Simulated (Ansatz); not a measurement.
This cell of Au (fcc, Cu type) is off equilibrium:

```xyz
4
Lattice="4.0834 0.0000 0.0000 0.0000 4.0834 0.0000 0.0000 0.0000 4.0834" Properties=species:S:1:pos:R:3 pbc="T T T"
Au     0.0000     0.0000     0.0000
Au     2.0417     2.0417     0.0000
Au     1.7551    -0.4300     2.0417
Au     0.0000     2.0417     2.0417
```

These are PBEsol (plane waves to 420 eV, PAW, scalar-relativistic; Ansatz, a first-principles code) values and carry that method's errors. k mesh 9×9×9 (Γ-centred), Fermi-Dirac smearing 0.05 eV. Energies are smeared free energies. Compression counts positive. With partly filled bands, energies and forces of such displacements shift with the k mesh and the smearing. Au was relaxed with its symmetry unable to fall. Spin-orbit coupling is left out, though Au is heavy.

Task: What forces act on the atoms (eV/Å, Cartesian)?

Result: 
```
atom      Fx      Fy     Fz
----  ------  ------  -----
Au1   -0.968   0.653  0.000
Au2    0.589  -1.830  0.000
Au3    3.546   4.561  0.000
Au4   -3.167  -3.384  0.000
```

Task: What is the stress tensor (GPa)?

Result: 
```
   14.3      7.8      0.0
    7.8     13.3      0.0
    0.0      0.0     10.7
```
The pressure, a third of the trace, is 12.7 GPa.

Task: In it atom 3 sits (-0.287, -0.430, 0.000) Å away from its relaxed site. What is its energy relative to the relaxed cell?

Result: 1170 meV/cell.

(A displaced cell: forces are minus the slopes of the energy, force constants its curvatures, and phonons follow from these.)
